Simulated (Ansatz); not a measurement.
ReS$_{2}$ (anatase, I4_1/amd), plane-wave PAW PBE (Ansatz code), all energies at zero smearing, with the estimated change up to a 700 eV cutoff added, with one set of potentials and settings (totals compare only within such a set). Cell of 6 atoms (2 Re, 4 S): -25344.957 eV.

```json
[
 {"element": "Re", "reference phase": "P6_3/mmc, 2 atoms in the cell", "E (eV/atom)": "-10868.0812"},
 {"element": "S", "reference phase": "Fddd, 32 atoms in the cell", "E (eV/atom)": "-902.0599"}
]
```

Formation energy per atom, worked out: (-25344.957 − 2×(-10868.0812) − 4×(-902.0599))/6 = -0.092 eV/atom (-9 kJ per mol of atoms), at 0 K, without zero-point energy or fitted corrections.

A made-up cell: these elements were put on the sites of a structure type; neither database checked (COD, Materials Project) lists it. Its standing as an ambient phase is unchecked. The PBE relaxation kept the symmetry of its start; its stability against distortions is not shown here. The run is not spin-polarised. The references are the lowest solids computed at this level, not always the standard phases. Spin–orbit coupling is left out wherever it is not named.

Potentials: the later of the program's two PAW sets.
